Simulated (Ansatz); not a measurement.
A trial cell of Bi₂Se₃ was relaxed with r2SCAN (plane waves to 500 eV, PAW, scalar-relativistic; Ansatz, an electronic-structure program).

Before: Immm (No. 71), oI10; a = 5.481 Å, b = 7.298 Å, c = 7.444 Å, α = β = γ = 90.00°.

After relaxation:

Simulated powder pattern, Cu Kα, λ = 1.54184 Å (kinematic, ideal powder, no thermal factors, no anomalous dispersion; the 24 strongest lines at most, above 1 %, up to 2θ = 90°):

```csv
2θ (°),I/Imax (%)
20.24,70
21.67,15
29.83,67
30.84,100
34.34,17
37.17,62
41.16,6.5
44.18,38
46.82,14
46.98,35
49.05,29
52.30,13
54.22,27
61.96,8.1
64.25,13
66.46,25
68.12,11
72.38,14
72.96,17
76.63,16
80.72,11
83.30,7.1
87.37,6.8
88.90,7.3
```

Task: Identify the relaxed structure from its pattern: crystal system, space group and cell.

Result: Tetragonal, I4/mmm (No. 139), tI10; a = 5.799 Å, b = 5.799 Å, c = 8.773 Å, α = 90.00°, β = 90.00°, γ = 90.00°. Sites: Bi 4c (0.000, 0.500, 0.000); Se 4e (0.000, 0.000, 0.140); Se 2b (0.000, 0.000, 0.500).

Task: Index the strongest lines.

Result: 20.24° (002), 29.83° (112), 30.84° (200), 37.17° (202), 44.18° (220).

The relaxed cell holds bonded Se–Se pairs (2.45 Å). No spin polarisation in the result.

The run could not lose the symmetry of its start: the end is stationary, and may be a saddle point rather than a minimum.

The relaxed structure here is a generated cell of Bi2Se3: the first start was made by a random draw of sites in a space group, and the end was not matched to a known phase here, so it may be hypothetical. Known forms of Bi2Se3 include space group No. 166.
